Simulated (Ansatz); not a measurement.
BaS (rock salt), relaxed and computed with several functionals in Ansatz (plane waves, PAW). Much of their spread follows the volume that each gives.

```
functional  V (Å³/atom)  B₀ by P(V) fit (GPa)
----------  -----------  --------------------
r²SCAN            33.15                  44.5
HSE06             32.89                     ?
PBE               33.21                  41.7
LDA               30.83                  50.8
```

**Question.** Fit a straight line to ln B₀ against ln V and predict the withheld value.

**Answer.** Least squares on the 3 shown rows: ln B₀ = -2.26 × ln V + (11.677), with a scatter of 2 %. For HSE06 this gives 43.9. The run itself gave 44.1, within the scatter.

All cells were relaxed under the symmetry of their starts (and spin orders); stability against distortions was not tested throughout. Spin–orbit coupling is left out wherever it is not named.

Potentials: the later of the program's two PAW sets.

Ansatz (an electronic-structure program) is a plane-wave DFT program.
